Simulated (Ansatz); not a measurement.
Relaxation of a generated cell, Co2Si built in the AFLOW prototype AB2_cF48_227_c_e (as in Ti2C); 12 atoms in the cell, which starts as Fd-3m, origin choice 1 (No. 227), cF48; a = 7.9998 Å, b = 7.9998 Å, c = 7.9998 Å, α = 90.00°, β = 90.00°, γ = 90.00°. All values below come from r2SCAN (plane waves to 500 eV, PAW, scalar-relativistic; Ansatz, a first-principles code). Γ-centred k-mesh 4×4×4 on the run's cell (coarser than for final values), Fermi–Dirac smearing 0.05 eV. This is the first round of the run. Spin-polarised start, with parallel moments on Co.

The optimiser's lines from the output (shortened; P is positive under compression):

```
relax step   1: F+E_penalty+E_count = -43592.26719674 eV  Δ(F+E_penalty+E_count) = +0.000e0 eV  max|allowed force component| = 3.829e0 eV/Å  Δτ_max = 0.0000 Å  P = +68.090 GPa  Ω = 127.988 Å³  (22 SCF iters, dr2 threshold 1.00e-7 eV, accepted)
relax step   2: F+E_penalty+E_count = -43599.51755323 eV  Δ(F+E_penalty+E_count) = -7.250e0 eV  max|allowed force component| = 1.966e0 eV/Å  Δτ_max = 0.0905 Å  P = +20.796 GPa  Ω = 142.147 Å³  (20 SCF iters, dr2 threshold 1.20e-6 eV, accepted)
relax step   3: F+E_penalty+E_count = -43603.73417772 eV  Δ(F+E_penalty+E_count) = -4.217e0 eV  max|allowed force component| = 1.091e0 eV/Å  Δτ_max = 0.1971 Å  P = +9.899 GPa  Ω = 139.186 Å³  (20 SCF iters, dr2 threshold 1.20e-6 eV, accepted)
relax step   4: F+E_penalty+E_count = -43603.08695808 eV  Δ(F+E_penalty+E_count) = +6.472e-1 eV  max|allowed force component| = 1.997e0 eV/Å  Δτ_max = 0.1977 Å  P = +16.296 GPa  Ω = 135.672 Å³  (15 SCF iters, dr2 threshold 1.20e-6 eV, rejected (line search))
relax step   5: F+E_penalty+E_count = -43604.60387345 eV  Δ(F+E_penalty+E_count) = -8.697e-1 eV  max|allowed force component| = 1.616e-2 eV/Å  Δτ_max = 0.0988 Å  P = +2.820 GPa  Ω = 141.424 Å³  (23 SCF iters, accepted)
relax step   6: F+E_penalty+E_count = -43604.61966877 eV  Δ(F+E_penalty+E_count) = -1.580e-2 eV  max|allowed force component| = 2.187e-2 eV/Å  Δτ_max = 0.0029 Å  P = +1.009 GPa  Ω = 142.859 Å³  (10 SCF iters, dr2 threshold 1.20e-6 eV, accepted)
relax step   7: F+E_penalty+E_count = -43604.62203116 eV  Δ(F+E_penalty+E_count) = -2.362e-3 eV  max|allowed force component| = 3.625e-3 eV/Å  Δτ_max = 0.0026 Å  P = -0.013 GPa  Ω = 143.745 Å³  (11 SCF iters, dr2 threshold 1.20e-6 eV, accepted)
relax step   8: F+E_penalty+E_count = -43604.63697685 eV  Δ(F+E_penalty+E_count) = -1.495e-2 eV  max|allowed force component| = 3.106e-3 eV/Å  Δτ_max = 0.0000 Å  P = +0.030 GPa  Ω = 143.745 Å³  stress off target by 2.98e-2 GPa  SCF on the basis re-selected at this cell (its energy is not comparable with the rows above)  (16 SCF iters)
relax step   9: F+E_penalty+E_count = -43604.63696521 eV  Δ(F+E_penalty+E_count) = +1.164e-5 eV  max|allowed force component| = 1.200e-3 eV/Å  Δτ_max = 0.0004 Å  P = -0.004 GPa  Ω = 143.771 Å³  (8 SCF iters, dr2 threshold 2.22e-9 eV, accepted)
relax step  10: F+E_penalty+E_count = -43604.63696521 eV  Δ(F+E_penalty+E_count) = -5.311e-10 eV  max|allowed force component| = 1.193e-3 eV/Å  Δτ_max = 0.0000 Å  P = -0.004 GPa  Ω = 143.771 Å³  stress off target by 4.12e-3 GPa  SCF on the basis re-selected at this cell (its energy is not comparable with the rows above)  (15 SCF iters)
```

From the first to the last row the energy changes by -1.03 eV/atom and the volume by +12.3 %. The last row is marked as not comparable with the walk above it, whose basis was carried along; it does compare with step 1, since both stand on a basis selected at the nominal cutoff for their own cell.

Step 4 was rejected by the optimiser.

Later rounds, restarted from the end of this one on a renewed k-mesh, logged 5 more steps and released under 0.01 eV/atom more. The final structure after all rounds: Fd-3m, origin choice 1 (No. 227), cF48, AFLOW prototype AB2_cF48_227_c_e (as in Ti2C); a = 8.327 Å, b = 8.327 Å, c = 8.327 Å, α = 90.00°, β = 90.00°, γ = 90.00°. Between re-selections the logged energies stand on a plane-wave basis carried along with the cell. Spin state reached: ferromagnetic (net 0.92 μB/atom), from parallel starting moments; other spin orders were not run from this start. r2SCAN tends to overstate moments in metals.

The run could not lose the symmetry of its start, so the end can be a saddle point.

The relaxed structure here is a generated cell of Co2Si: the first start was made by placing the elements on the sites of a structure type, and the end was not matched to a known phase here, so it may be hypothetical.
